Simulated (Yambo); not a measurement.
KF (rock salt, space group Fm-3m, No. 225): one transition space (10×10×10 mesh, 3 valence and 4 conduction bands, Tamm-Dancoff) with different kernels in Yambo, on PBEsol orbitals; field along x. BSE alone uses the static screening with 21 bands and a 4 Ry block; its scissor and those of RPA and TDDFT come from G0W0, that of the TDHF-type run from bare exchange.

```tsv
kernel	scissor (eV)	direct gap with it (eV)	lowest state (eV)	rough cost
BSE (screened electron-hole attraction)	3.84	10.02	8.41 (strong)	1 (with the screening)
RPA (no attraction)	3.84	10.02	10.02 (weak)	about 1/2
TDHF-type (unscreened attraction, exchange-only scissor)	11.97	18.15	13.49 (strong)	within a factor of two
```

Costs are rough.

RPA leaves the lowest state at the direct gap: no bound exciton. These are vertical excitations (zero momentum). Spin singlets only. Strong means a line over 3 % of the spectrum's maximum, dark under 0.03 %. Absolute energies carry the error of the G0W0 scissor, whose convergence isn't established. On a 4×4×4 mesh the BSE binding is 1.75 eV.

Geometry relaxed with PBEsol; primitive cell a = b = c = 3.7490 Å, α = β = γ = 60.00°.
